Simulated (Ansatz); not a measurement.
**Computed scan of one atom of the cell: Pd (fcc, Cu type)**

Pd (fcc, Cu type)

```xyz
4
Lattice="3.9428 0.0000 0.0000 0.0000 3.9428 0.0000 0.0000 0.0000 3.9428" Properties=species:S:1:pos:R:3 pbc="T T T"
Pd     0.0000     0.0000     0.0000
Pd     1.9714     1.9714     0.0000
Pd     1.9714     0.0000     1.9714
Pd     0.0000     1.9714     1.9714
```

In this cell atom 4 (Pd, nearest neighbour Pd at 2.788 Å; its periodic images, 3.9 Å or more away, move with it) is moved by s along Cartesian z, unit vector (0.000, 0.000, 1.000); all other atoms and the cell stay fixed.

The numbers are results of PBE (plane waves to 420 eV, PAW, scalar-relativistic; Ansatz, a program for electronic structure), not measurements. k mesh 10×10×10 (Γ-centred), Fermi-Dirac smearing 0.05 eV. Energies are smeared free energies. Compression counts positive. With partly filled bands, energies and forces of such displacements shift with the k mesh and the smearing. F∥ is the force on the atom along that direction. Pd is run without spin polarisation. Pd was relaxed with its symmetry unable to fall. ΔE is measured from the undisplaced structure.

```json
[
 {"s (Å)": "-0.280", "ΔE (meV/cell)": "342", "F∥ (eV/Å)": "2.505", "P (GPa)": "3.6"},
 {"s (Å)": "-0.224", "ΔE (meV/cell)": "216", "F∥ (eV/Å)": "1.966", "P (GPa)": "2.3"},
 {"s (Å)": "-0.168", "ΔE (meV/cell)": "121", "F∥ (eV/Å)": "1.452", "P (GPa)": "1.3"},
 {"s (Å)": "-0.112", "ΔE (meV/cell)": "53", "F∥ (eV/Å)": "0.958", "P (GPa)": "0.6"},
 {"s (Å)": "-0.056", "ΔE (meV/cell)": "13", "F∥ (eV/Å)": "0.476", "P (GPa)": "0.1"},
 {"s (Å)": "0.000", "ΔE (meV/cell)": "0", "F∥ (eV/Å)": "0.000", "P (GPa)": "0.0"},
 {"s (Å)": "0.056", "ΔE (meV/cell)": "13", "F∥ (eV/Å)": "-0.476", "P (GPa)": "0.1"},
 {"s (Å)": "0.112", "ΔE (meV/cell)": "53", "F∥ (eV/Å)": "-0.958", "P (GPa)": "0.6"},
 {"s (Å)": "0.168", "ΔE (meV/cell)": "121", "F∥ (eV/Å)": "-1.452", "P (GPa)": "1.3"},
 {"s (Å)": "0.224", "ΔE (meV/cell)": "216", "F∥ (eV/Å)": "-1.966", "P (GPa)": "2.3"},
 {"s (Å)": "0.280", "ΔE (meV/cell)": "342", "F∥ (eV/Å)": "-2.505", "P (GPa)": "3.6"}
]
```

Read from the data:

| Property | Value |
|---|---|
| Energy at s = 0.280 Å | 342 meV/cell |
| Force along the line at s = -0.280 Å | 2.50 eV/Å |
| Symmetry of the curve | even: the same for both signs |
| Shape of the curve | a single well with its minimum at or next to zero displacement |
| Force constant k = d²E/ds² at s = 0 (finite differences) | 8.49 eV/Å² |
| Harmonic estimate at the end of the scan | ½ks² = 333 meV/cell against the computed 342 meV/cell, so the well is close to harmonic there |

(For displaced atoms, the force is minus the slope of the energy, and its curvature is a force constant, which sets phonon frequencies.)
